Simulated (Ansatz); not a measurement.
Here is the system:

CoPtW:
```
CoPtW
1.0
    2.75006     0.00000     0.00000
   -1.37503     2.38163     0.00000
    0.00000     0.00000     6.55334
Co Pt W
1 1 1
Direct
  0.00000   0.00000   0.99288
  0.33333   0.66667   0.32668
  0.66667   0.33333   0.68044
```
The run is spin-polarised; directions of the spins, atom by atom: ↑ 0 0.

This is the PBE-relaxed structure.

Task: All from DFT-PBE in the program Ansatz with PAW potentials, unless another level is named. Give the density of states at the Fermi level.

Result: 0.93 states/eV per atom (mean over ±0.08 eV).

Task: Next, the formation energy from the elements (no fitted shifts)?

Result: 0.071 eV/atom.

Space group P3m1. The start of the workflow was typed in or built on a structure type; neither database checked (COD, Materials Project) lists it. Its standing as an ambient phase is unchecked. Symmetry was held in the PBE relaxation; its stability against distortions is not shown here. Magnetic state: ferromagnetic, the only order run, not a proven ground state. The references are the lowest solids computed at this level, not always the standard phases. Spin–orbit coupling is left out wherever it is not named.

Potentials: the later of the program's two PAW sets.
